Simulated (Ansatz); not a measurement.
input.yaml (Ansatz)

```yaml
crystal:
  lattice:
    - [-1.5995019961, 1.9496155465, 1.4274941517]
    - [1.9496155465, -1.5995019961, 1.4274941517]
    - [3.1997009207, 3.1997009207, -0.7862605428]
  atoms:
    - { symbol: Ti, position: [0.0416369927, 0.9583630073, 0.0], spin: 1.0 }
    - { symbol: Ti, position: [0.7083630073, 0.2916369927, 0.5], spin: 1.0 }
hamiltonian:
  xc: pbe
  pseudopotentials:
    kind: paw
    azcp:
      Ti: "pseudopotentials/Ti.paw.azcp"
basis:
  ecutwfc: 420
  fft_grid_basis: typed
kpoints:
  mp_grid: { grid: [20, 20, 11], shift: [0, 0, 0] }
magnetization:
  spin_polarized: true
scf:
  occupations: { method: fermi_dirac, width: 0.05 }
output:
  stress: true
```

Terminal output

```
Engine: ansatz 0.2.0, aarch64-unknown-linux-gnu
Pseudopotentials: kind: paw
Pseudopotential: Ti, paw, valence charge 12, recommended cutoff 420 eV (normal) 
Functional definition: PBE
  parameter kappa = 0.804
  parameter beta = 0.06672455060314922
  exchange = pbe_x(kappa = kappa, mu = beta*pi^2/3)
  correlation = pbe_c(beta = beta)
Crystal: 2 atoms, lattice volume = 33.399 Å³
Basis set: ecut = 420 eV, 627 PW (Γ)
Bands: 17, of which v1, the nominal top of the filled ones, is band 12 counted from 1 (11 counted from 0)
Symmetry: 4 space group operations
Space group: C2/c (ITA 15), of the structure as read, at distance tolerance 3.2e-5 Å
Magnetic group: BNS 15.85 (UNI 92), of the structure as read, at distance tolerance 3.2e-5 Å
k-points: 1161 of 4400
Non-local potential: Ti, projectors of the file, l = 0: 3, l = 1: 2, l = 2: 3, l = 3: 1
PAW form: soft (Blöchl's): semilocal exchange-correlation on the pseudo side does not see the compensation charge
PAW one-centre angular grid: Ti, 590 points (default); XC on 64 Gauss nodes
Initial density: superposition of atomic densities (chi_scale 0.1, normalization cell)
Starting moments: Σ|m| = 2 μB on 2 of 2 sites
Initial wavefunctions: pseudopotential atomic-orbital guess
Functional: x = pbe(κ = 0.804, μ = 0.2195149727645171), c = pbe(β = 0.06672455060314922)
SCF iter   1: F=—  HF=-5000.133974 eV  |F-HF|=—  |Δ(HF+E_count)|=         —  Δρ=7.71e-2 (↑7.71e-2 ↓3.39e-2)  dr2=1.24e0  dr2_m=8.15e-1  M=0.178 μB ∫|m|=0.183 μB  β_m=0.30  ethr=3.10e-3  ⟨swp⟩=4.2  Hψ=164759  notcnv=0
Mixer restart at iter 1: flushing history
SCF iter   2: F=—  HF=-4999.509683 eV  |F-HF|=—  |Δ(HF+E_count)|=   6.24e-1  Δρ=5.21e-2 (↑5.21e-2 ↓2.69e-2)  dr2=4.99e-1  dr2_m=4.20e-1  M=0.146 μB ∫|m|=0.151 μB  β_m=0.61  ethr=3.10e-3  ⟨swp⟩=2.0  Hψ=68140  notcnv=0  defer=16
SCF iter   3: F=—  HF=-4999.300144 eV  |F-HF|=—  |Δ(HF+E_count)|=   2.10e-1  Δρ=6.59e-3 (↑6.59e-3 ↓4.51e-3)  dr2=5.39e-3  dr2_m=8.50e-3  M=0.029 μB ∫|m|=0.032 μB  β_m=0.67  ethr=2.08e-3  ⟨swp⟩=2.1  Hψ=59928  notcnv=0  defer=16
SCF iter   4: F=—  HF=-4999.320991 eV  |F-HF|=—  |Δ(HF+E_count)|=   2.08e-2  Δρ=6.50e-4 (↑4.07e-4 ↓6.50e-4)  dr2=3.14e-4  dr2_m=1.21e-5  M=0.001 μB ∫|m|=0.004 μB  β_m=0.84  ethr=2.25e-5  ⟨swp⟩=2.9  Hψ=77204  notcnv=0  defer=16
SCF iter   5: F=—  HF=-4999.321643 eV  |F-HF|=—  |Δ(HF+E_count)|=   6.51e-4  Δρ=1.99e-4 (↑1.99e-4 ↓1.74e-4)  dr2=3.75e-5  dr2_m=3.41e-7  M=0.000 μB ∫|m|=0.001 μB  β_m=0.78  ethr=1.31e-6  ⟨swp⟩=2.0  Hψ=74386  notcnv=0  defer=14
SCF iter   6: F=—  HF=-4999.321632 eV  |F-HF|=—  |Δ(HF+E_count)|=   1.01e-5  Δρ=2.48e-5 (↑2.48e-5 ↓2.29e-5)  dr2=6.67e-8  dr2_m=1.30e-7  M=0.000 μB ∫|m|=0.001 μB  β_m=0.89  ethr=1.56e-7  ⟨swp⟩=2.1  Hψ=60463  notcnv=0  defer=14
SCF iter   7: F=—  HF=-4999.321633 eV  |F-HF|=—  |Δ(HF+E_count)|=   3.55e-7  Δρ=8.97e-6 (↑8.97e-6 ↓7.28e-6)  dr2=4.97e-9  dr2_m=1.84e-8  M=0.000 μB ∫|m|=0.000 μB  β_m=0.95  ethr=2.78e-10  ⟨swp⟩=2.0  Hψ=68597  notcnv=0  defer=14
SCF iter   8: F=—  HF=-4999.321633 eV  |F-HF|=—  |Δ(HF+E_count)|=   4.27e-8  Δρ=1.16e-6 (↑1.16e-6 ↓1.14e-6)  dr2=3.72e-10  dr2_m=3.13e-10  M=0.000 μB ∫|m|=0.000 μB  β_m=0.97  ethr=2.07e-11  ⟨swp⟩=2.0  Hψ=69384  notcnv=0  defer=14
SCF iter   9: F=—  HF=-4999.321633 eV  |F-HF|=—  |Δ(HF+E_count)|=  9.04e-10  Δρ=2.67e-7 (↑2.59e-7 ↓2.67e-7)  dr2=5.08e-11  dr2_m=4.92e-12  M=0.000 μB ∫|m|=0.000 μB  β_m=0.85  ethr=1.55e-12  ⟨swp⟩=2.0  Hψ=65982  notcnv=0  defer=14
SCF iter  10: F=-4999.321633 eV  HF=-4999.321633 eV  |F-HF|=9.09e-13  |Δ(HF+E_count)|=  1.82e-12  Δρ=6.93e-8 (↑6.49e-8 ↓6.93e-8)  dr2=1.60e-12  dr2_m=7.73e-13  M=0.000 μB ∫|m|=0.000 μB  ethr=1.00e-12  ⟨swp⟩=1.2  Hψ=112555  notcnv=0
SCF 1 converged in 10 iterations: F = -4999.321633 eV  dr2 = 1.60e-12
WARN: the starting moments were not kept: the SCF closed with an absolute magnetisation of 1.1e-6 μB, where they sum to 2 μB in size (2 sites). That is at most 0.1 of that sum. Measured as dr2_m measures the in/out step, that magnetisation stands 1.3e-13 eV from none, at or under the dr2_threshold of 1.0e-7 eV: it is no larger than a step whose dr2_m would equal this threshold. The system may hold no moment; this SCF shows only that its start led to no more than that. To try another start: raise the starting moments (crystal.atoms[].spin, magnetization.per_species, magnetization.initial_magnetization, or on a non-collinear deck that types none of these the spinor_matrix: blocks that start its atoms; where the total moment is fixed, keep their sum and leave initial_magnetization as it is; typed ones take the place of any that the run laid by itself, positive ones on a crystal's lanthanoids without a Hubbard term where scf.initial_density.shell_occupations: [] is typed) or, if the notice of its spin-set hold's release reads "site moments contracting" or "site moments show no strong build", lengthen the hold (scf.mixing.spin_hold: { on: { confirm: 4 } }; for m-r²SCAN on two components see the key's manual first). Each may lead to a state that holds a moment. A second SCF, from the converged charge density, with the starting moments and any scf.initial_density.shell_occupations laid on it anew, would have followed, and was not run: the deck does not ask for one (magnetization.retry_lost_moments is false, the default). To let it run, set magnetization.retry_lost_moments: true and run the deck again, where that key's refused combinations let it; where memory then withholds it, that run's warning says so.
SCF converged after 10 iterations
Magnetization: 0.0000 μB (12.0000 up, 12.0000 down)
Absolute magnetization: 0.0000 μB (∫|ρ↑−ρ↓|, with the PAW one-centre terms)
Spin contamination: 0.0000 ħ² per cell (⟨S²⟩ above its minimum at these occupations)
Per-site moments (μB) at R_I (Å): [(-9.301959694316993e-8, 1.1718768061290528), (-9.301959702776316e-8, 1.1718768061290528)]
Free energy (F): -4999.321633 eV
Harris-Foulkes:  -4999.321633 eV  (|F-HF|=9.09e-13)
Internal energy: -4999.305173 eV  (E = F + TS)
E sigma→0 (E₀):  -4999.313403 eV
Entropy (-TS):   -0.016460 eV (-8.230 meV/atom)
Fermi energy:    14.017968 eV
--- Per-component energies (eV) ---
  E_band       = -298.871779
  E_kinetic    = 546.878019
  E_local      = -1582.377802  (includes V_loc(G=0)·N_el)
  E_nonlocal   = 16.230500
  E_hartree    = 653.722779
  E_xc         = -195.636840
  E_vxc        = -244.827109  (∫ρ·V_xc dr)
  E_paw        = -2095.444722  (= ΣΔE_a)
  E_vpaw       = -342.221203  (= ΣTr[D̂ρ^β])
  E_aug_tail   = 0.000223  (compensation charges beyond the density's cutoff)
  E_ewald      = -2342.677329
  E_smearing   = -0.016460  (= −TS)
  E_closure    = 0.000000  (closes the sum)
  Σ components = -4999.321633   (vs F -4999.321633, Δ=0.00e0)
--- Stress (GPa, compression-positive) ---
        4.885210      -0.028986       0.017295
       -0.028986       4.885210       0.017295
        0.017295       0.017295       4.911213
  P = ⅓ Tr σ = 4.8939 GPa (48.939 kbar)
```
